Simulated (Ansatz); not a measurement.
The start is a generated trial cell of Sn in the beta-W structure type. The cell and all atomic positions are relaxed at zero pressure with PBEsol (plane waves to 420 eV, PAW, scalar-relativistic; Ansatz, a program for electronic structure). The first steps use a coarse 6×6×6 k-mesh.

The start:
```
CELL_PARAMETERS angstrom
      6.03974     0.00000     0.00000
      0.00000     6.03974     0.00000
      0.00000     0.00000     6.03974
ATOMIC_POSITIONS crystal
  Sn 0.25000 0.00000 0.50000
  Sn 0.75000 0.00000 0.50000
  Sn 0.00000 0.50000 0.25000
  Sn 0.00000 0.50000 0.75000
  Sn 0.50000 0.25000 0.00000
  Sn 0.50000 0.75000 0.00000
  Sn 0.00000 0.00000 0.00000
  Sn 0.50000 0.50000 0.50000
```

| Item | Result |
|---|---|
| Outcome | The space group stays Pm-3n (No. 223) (the run could not lower it), with 8 atoms in the primitive cell |
| Energy released | under 0.01 eV/atom |
| Shortest distances (start → end) | The closest pairs of elements (up to four, under 3.6 Å), start → end: Sn–Sn 3.02 → 3.00 Å |
| Optimiser moves | 5 |

Final structure:

Space group Pm-3n (No. 223); a = 6.000 Å, b = 6.000 Å, c = 6.000 Å, α = 90.00°, β = 90.00°, γ = 90.00°

| atom | site | symmetry | x | y | z |
|---|---|---|---|---|---|
| Sn | 6c | -4m.2 | 0.0000 | 0.5000 | 0.2500 |
| Sn | 2a | m-3. | 0.0000 | 0.0000 | 0.0000 |

Final values are on a 8×8×8 k-mesh of the relaxed cell. No spin polarisation in the result.

The run could not lower the symmetry of its start; a shaken copy of this end point relaxes with PBEsol to P6/mmm (No. 191), 0.10 eV/atom lower.

The relaxed structure here is a generated cell of Sn: the first start was made by placing the elements on the sites of a structure type, and the end was not matched to a known phase here, so it may be hypothetical. Known forms of Sn include space group No. 141, 227.
